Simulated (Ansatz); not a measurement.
**MnGa₄: do energies and stresses tell the same story?**

All numbers below come from Ansatz, DFT r2SCAN, scalar-relativistic, plane waves, PAW.

Cutoff 500 eV; k points 10×10×10 on the computed 5-atom cell (Γ-centred); Gaussian smearing, width 0.10 eV; collinear spin from starting moments 1.26 0 0 0 0 μB.

Relaxed cell: Im-3m, a = 5.546 Å, b = 5.546 Å, c = 5.546 Å, α = 90.00°, β = 90.00°, γ = 90.00°, 5 atoms in the primitive cell. Whether it is the stable form of this composition wasn't checked.

Energies at zero smearing and pressures from the stress tensor, at volumes with shape and atoms relaxed:
```json
{"V (Å³/atom)": "15.013", "E − E(first) (meV/atom)": "0.00", "P (GPa)": "16.98"}
{"V (Å³/atom)": "15.525", "E − E(first) (meV/atom)": "-45.53", "P (GPa)": "11.67"}
{"V (Å³/atom)": "16.037", "E − E(first) (meV/atom)": "-75.52", "P (GPa)": "7.14"}
{"V (Å³/atom)": "16.549", "E − E(first) (meV/atom)": "-92.10", "P (GPa)": "3.29"}
{"V (Å³/atom)": "17.061", "E − E(first) (meV/atom)": "-97.33", "P (GPa)": "0.04"}
{"V (Å³/atom)": "17.573", "E − E(first) (meV/atom)": "-93.00", "P (GPa)": "-2.70"}
{"V (Å³/atom)": "18.084", "E − E(first) (meV/atom)": "-80.61", "P (GPa)": "-5.01"}
{"V (Å³/atom)": "18.767", "E − E(first) (meV/atom)": "-53.71", "P (GPa)": "-7.51"}
```

Problem. Check P = −dE/dV between neighbouring volumes, and get the bulk modulus from the pressures alone.

Solution. With 1 eV/Å³ = 160.2 GPa:
```json
{"middle V (Å³/atom)": "15.269", "−ΔE/ΔV (GPa)": "14.251", "mean P (GPa)": "14.324"}
{"middle V (Å³/atom)": "15.781", "−ΔE/ΔV (GPa)": "9.388", "mean P (GPa)": "9.405"}
{"middle V (Å³/atom)": "16.293", "−ΔE/ΔV (GPa)": "5.191", "mean P (GPa)": "5.215"}
{"middle V (Å³/atom)": "16.805", "−ΔE/ΔV (GPa)": "1.637", "mean P (GPa)": "1.663"}
{"middle V (Å³/atom)": "17.317", "−ΔE/ΔV (GPa)": "-1.355", "mean P (GPa)": "-1.331"}
{"middle V (Å³/atom)": "17.829", "−ΔE/ΔV (GPa)": "-3.880", "mean P (GPa)": "-3.853"}
{"middle V (Å³/atom)": "18.426", "−ΔE/ΔV (GPa)": "-6.315", "mean P (GPa)": "-6.257"}
```

The two differ by 0.07 GPa at most. The mean of two end pressures misses the average over a step by about ΔV² P″/12, up to 0.07 GPa here; with that taken off 0.04 GPa remains. The stress is the derivative of the free energy, not of the energy at zero smearing, and with free energies 0.01 GPa remains. The largest site moment goes from 0.82 to 1.38 μB along the series, which bends P(V). Around V = 17.061 Å³/atom, the two neighbours give B = −V ΔP/ΔV = 17.061 × 5.99 / 1.024 = 99.8 GPa, against B0 = 99.1 GPa from the Birch–Murnaghan fit of the energies.

The state reached may not be the lowest one. Only parallel moments were tried here.

Only this magnetic start was tried.